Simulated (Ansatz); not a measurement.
A geometry of Ag away from equilibrium: step 15 of the relaxation of a randomly generated symmetric cell of Ag (space group No. 65). Level of theory: PBE (plane waves to 420 eV, PAW, scalar-relativistic; Ansatz, a first-principles code). Γ-centred k-mesh 16×16×8 on the run's cell (coarser than for final values), Fermi–Dirac smearing 0.05 eV.

```xyz
1
Lattice="1.4122 -2.3789 0.0000 1.4122 2.3789 0.0000 0.0000 0.0000 2.7800" Properties=species:S:1:pos:R:3:forces:R:3 pbc="T T T" free_energy=-7590.414 pressure_GPa=3.8
Ag     1.4122     0.0000     1.3900    0.0000    0.0000    0.0000
```

Positions in Å, forces in eV/Å, free energy of the cell in eV (comparable only within this code, potentials and settings). Largest force: all forces are below 0.005 eV/Å; the geometry lies 0.01 eV/atom above the end of its relaxation.

No spin polarisation in the result.

The run could not lose the symmetry of its start: the end is stationary, and may be a saddle point rather than a minimum.

The end of the path is a generated cell of Ag: the first start was made by a random draw of sites in a space group, and the end was not matched to a known phase here, so it may be hypothetical. Known forms of Ag include space group No. 225.
